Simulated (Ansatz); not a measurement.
Bi₂TeO₂:
```cif
data_Bi2O2Te
_chemical_formula_sum 'Bi2 Te1 O2'
_space_group_name_H-M_alt 'P 1'
_space_group_IT_number 1
_cell_length_a 4.03594
_cell_length_b 4.03594
_cell_length_c 7.33040
_cell_angle_alpha 90.000
_cell_angle_beta 90.000
_cell_angle_gamma 120.000
loop_
_space_group_symop_operation_xyz
  'x, y, z'
loop_
_atom_site_label
_atom_site_type_symbol
_atom_site_fract_x
_atom_site_fract_y
_atom_site_fract_z
_atom_site_occupancy
Bi1 Bi 0.66667 0.33333 0.79837 1
Bi2 Bi 0.33333 0.66667 0.20163 1
Te1 Te 0.00000 0.00000 0.50000 1
O1 O 0.66667 0.33333 0.11438 1
O2 O 0.33333 0.66667 0.88562 1
```

Relaxed with PBEsol.

**Question.** Decompose the optical modes at the zone centre into irreducible representations, and say which are infrared and Raman allowed.

**Answer.** Point group -3m: Γ_opt = 2A1g + 2A2u + 2Eg + 2Eu. Infrared: A2u, Eu. Raman: A1g, Eg.

**Question.** Assign frequencies (DFPT, the program Ansatz at the PBEsol level (PAW); without the LO–TO term).

**Answer.** A2u 52, Eg 67, Eu 80, A1g 147, Eu 210, Eg 286, A2u 292, A1g 361 cm⁻¹.

Space group P-3m1. The start of the workflow was typed in or built on a structure type; neither database checked (COD, Materials Project) lists it. Its standing as an ambient phase is unchecked. Symmetry was held in the PBEsol relaxation; its stability against distortions is not shown here. The volume moved by 21 % from the start of the relaxation. Scalar-relativistic: spin–orbit coupling is off unless named, which matters more the heavier the elements.

Potentials: the earlier of the program's two PAW sets. The files were generated under PBE; for other functionals the program regenerates the frozen cores, and for LDA and PBEsol the local potential too.
